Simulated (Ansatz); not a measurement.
# Structures of GaMo: which is lowest?

Plane-wave DFT in Ansatz with scalar-relativistic PAW potentials, cutoff 420 eV, Γ-centred meshes chosen by cell and gap, Gaussian smearing with energies taken to zero width. Every cell was relaxed (cell and atoms) in a run of its own, within the symmetry of its start. Functional: PBE.

Relaxed structures (starts from databases or built by putting these elements on another compound's sites):
A. P-6m2, 2 atoms in the computed cell, a = 2.871 Å, c = 4.377 Å; sites (symmetry × multiplicity) Ga -6m2 × 1, Mo -6m2 × 1; start: built
B. Pm-3m, 2 atoms in the computed cell, a = 3.121 Å; sites (symmetry × multiplicity) Ga m-3m × 1, Mo m-3m × 1; start: built
C. Pmma, 4 atoms in the computed cell, a = 4.585 Å, b = 2.749 Å, c = 4.866 Å; sites (symmetry × multiplicity) Ga mm2 × 2, Mo mm2 × 2; start: built

**Question.** Rank them by energy. Could pressure change the order?

**Answer.**
| structure | group | E − E(lowest) (meV/atom) | V (Å³/atom) | gap on mesh (eV) |
| --- | --- | --- | --- | --- |
| A | P-6m2 | 0.0 | 15.62 | 0.00 |
| C | Pmma | 55 | 15.33 | 0.00 |
| B | Pm-3m | 176 | 15.20 | 0.00 |

A is lowest, 55 meV/atom under C. The two lowest differ in volume by under 3 %, too little for a first-order estimate of what pressure does to that pair (other pairs aren't weighed here); with rigid cells even 3 % in favour of the higher one would need about 19 GPa. Other structures may lie lower than all of these, and vibrations aren't counted.